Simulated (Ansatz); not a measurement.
Mn:
```yaml
crystal:
  lattice:
    - [0.00000, 2.47579, 2.47579]
    - [2.47579, 0.00000, 2.47579]
    - [2.47579, 2.47579, 0.00000]
  atoms:
    - { symbol: Mn, position: [0.00000, 0.00000, 0.00000] }
    - { symbol: Mn, position: [0.25000, 0.25000, 0.25000] }
```

Relaxed with PBE. Special points in fractions of this cell's reciprocal vectors: Γ (0.000, 0.000, 0.000); X (0.500, 0.000, 0.500); U (0.625, 0.250, 0.625); K (0.375, 0.375, 0.750); L (0.500, 0.500, 0.500); W (0.500, 0.250, 0.750).

Task: List the band energies nearest the Fermi level at these points for DFT-PBE in the program Ansatz with PAW potentials.

Result: In eV from the Fermi level; about four levels below and three above (degenerate sets whole), none deeper than 8.9 eV; points with the same levels are listed once.

| k | below | above |
|---|---|---|
| Γ | -2.10 -2.10 -1.70 -1.70 -1.70 | 0.44 0.44 0.44 |
| X | -1.64 -1.64 -0.62 -0.62 | 0.08 0.08 2.20 2.20 |
| U | -1.25 -0.84 -0.31 -0.29 | 0.01 2.33 2.44 |
| L | -1.97 -1.97 -1.73 -1.73 -0.47 | 1.08 1.08 1.98 1.98 |
| W | -0.68 -0.68 -0.27 -0.27 | 2.48 2.48 3.98 3.98 |

Space group Fd-3m (diamond). The start of the workflow was typed in or built on a structure type; neither database checked (COD, Materials Project) lists it. It is not the phase usual at ambient conditions (space group No. 217). Symmetry was held in the PBE relaxation; whether a distortion lowers the energy is not shown. The workflow began spin-polarised and lost its moments. The volume moved by -27 % from the start of the relaxation.

Potentials: the later of the program's two PAW sets.
